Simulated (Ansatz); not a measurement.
Relaxed Sr (fcc, Cu type):

```yaml
crystal:
  lattice:
    - [6.02892, 0.00000, 0.00000]
    - [0.00000, 6.02892, 0.00000]
    - [0.00000, 0.00000, 6.02892]
  atoms:
    - { symbol: Sr, position: [0.00000, 0.00000, 0.00000] }
    - { symbol: Sr, position: [0.50000, 0.50000, 0.00000] }
    - { symbol: Sr, position: [0.50000, 0.00000, 0.50000] }
    - { symbol: Sr, position: [0.00000, 0.50000, 0.50000] }
```

In this cell atom 3 (Sr, nearest neighbour Sr at 4.263 Å; its periodic images, 6.0 Å or more away, move with it) is moved by s along Cartesian z, unit vector (0.000, 0.000, 1.000); all other atoms and the cell stay fixed.

The numbers are results of PBE (plane waves to 420 eV, PAW, scalar-relativistic; Ansatz, a program for electronic structure), not measurements. k mesh 6×6×6 (Γ-centred), Fermi-Dirac smearing 0.05 eV. E stands for the smeared free energy. With partly filled bands, energies and forces of such displacements shift with the k mesh and the smearing. Sr was relaxed with its symmetry unable to fall. ΔE is measured from the undisplaced structure. The last digit holds for this mesh only.

```tsv
s (Å)	ΔE (meV/cell)
-1.280	1462.4
-1.024	951.9
-0.768	withheld
-0.512	237.5
-0.256	59.0
0.000	0.0
0.256	59.0
0.512	237.5
0.768	withheld
1.024	951.9
1.280	1462.4
```

Q: Fit an even polynomial form (powers 2, 4, 6) to the given rows and predict ΔE at s = -0.768.

A: Least squares on the 9 given rows: ΔE = (899.6)·s² + (29.35)·s⁴ + (-20.53)·s⁶, in meV/cell with s in Å; root-mean-square residual 0.04 meV/cell. At -0.768 the fit gives 536.6 meV/cell; the calculation gives 536.8 meV/cell, so the interpolation is off by -0.2 (-0.0 %). The quadratic term alone would give 530.6 meV/cell.

(For displaced atoms, the force is minus the slope of the energy, and its curvature is a force constant, which sets phonon frequencies.)
